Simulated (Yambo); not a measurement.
```
CELL_PARAMETERS angstrom
      3.14297     0.00000     0.00000
      0.00000     3.14297     0.00000
      0.00000     0.00000     4.42389
ATOMIC_POSITIONS crystal
  N  0.50000 0.00000 0.73955
  N  0.00000 0.50000 0.26045
  Al 0.50000 0.50000 0.50000
  Ga 0.00000 0.00000 0.00000
```

GaAlN₂ (space group P-4m2, No. 115): G0W0@PBEsol in Yambo (4×4×4 Γ-centred k mesh, 103 bands and a 10 Ry block in the screening, 103 bands in G with the Bruneval-Gonze terminator, plasmon pole fitted at 27.2 eV) on wavefunctions from Quantum ESPRESSO. With the symmetry operations that carry no fractional translation, the mesh has 18 irreducible k points, and the gap Γ → Γ is 3.795 eV.

**Question.** What changes when point-group symmetry is switched off and time reversal alone is kept?

**Answer.** The mesh then has 36 irreducible points. The exact result doesn't change; the run gives 3.794 eV, and the difference is numerical residue, whose source wasn't traced. Rough time against the symmetric run: within a factor of two for the empty bands, about 2× for Yambo (2 states against 4).

Spin-orbit coupling is not included.

Geometry relaxed with PBEsol.

The structure is a Materials Project entry; no match was found in the copy of COD used, and its stability was not checked.
